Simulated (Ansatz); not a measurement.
Relaxed-ion elastic tensor of Ga3Mo (Cu3Au type, Pm-3m) in GPa (Voigt order), the program Ansatz at the PBEsol level (PAW); density 8.47 g/cm³, 14.95 Å³ per atom.

```csv
,1,2,3,4,5,6
1,69.1,168,168,0.0,0.0,0.0
2,168,69.1,168,0.0,0.0,0.0
3,168,168,69.1,0.0,0.0,0.0
4,0.0,0.0,0.0,46.8,0.0,0.0
5,0.0,0.0,0.0,0.0,46.8,0.0
6,0.0,0.0,0.0,0.0,0.0,46.8
```

Task: Is the crystal mechanically stable?

Result: No: the smallest eigenvalue of C is -99.3 GPa.

The cell is a constructed one: a structure type filled with these elements; neither database checked (COD, Materials Project) lists it. Its standing as an ambient phase is unchecked. The cell was relaxed with PBEsol under the symmetry of its start. At this level the phase is mechanically unstable. No spin polarisation was allowed. As this level gives no gap, shear constants depend on the k-mesh and smearing (Fermi–Dirac, 0.1 eV here).

Potentials: the earlier of the program's two PAW sets. The files were generated under PBE; for other functionals the program regenerates the frozen cores, and for LDA and PBEsol the local potential too.
